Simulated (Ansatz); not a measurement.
Space group P4/nmm:1 (No. 129). a = 4.884 Å, b = 4.884 Å, c = 4.901 Å, α = 90.00°, β = 90.00°, γ = 90.00°
| atom | site | symmetry | x | y | z |
| --- | --- | --- | --- | --- | --- |
| In | 2a | -4m2 | 0.0000 | 0.0000 | 0.0000 |
| Bi | 2c | 4mm | 0.0000 | 0.5000 | 0.3981 |

Equation of state of this InBi structure (not necessarily the ground state), with shape and atoms relaxed at each volume where symmetry leaves them free. It has no gap at any of these volumes. Level of theory: DFT PBEsol, scalar-relativistic, plane waves, PAW (Ansatz 0.2.0).

Cutoff 420 eV; k points 8×8×10 on the computed 4-atom cell (Γ-centred); Gaussian smearing, width 0.10 eV; no spin polarisation.

```csv
V (Å³/atom),E − E(largest V) (meV/atom),P (GPa)
25.716,42.66,7.30
26.592,9.15,4.99
27.469,-12.59,3.00
28.346,-24.55,1.40
29.222,-28.29,0.01
30.099,-25.24,-1.08
30.976,-17.11,-1.91
32.145,0.00,-2.74
```

Problem. Fit a third-order Birch–Murnaghan equation to E(V).

Solution. V0 = 29.26 Å³/atom, B0 = 39 GPa, B0' = 5.9.

Spin-orbit coupling is left out, which matters for the bands of heavy elements.

Cost: 8 runs of about 29 core-minutes in all, on Intel Xeon Processor @ 2.50GHz (Skylake/Cascade Lake) (shared hosts).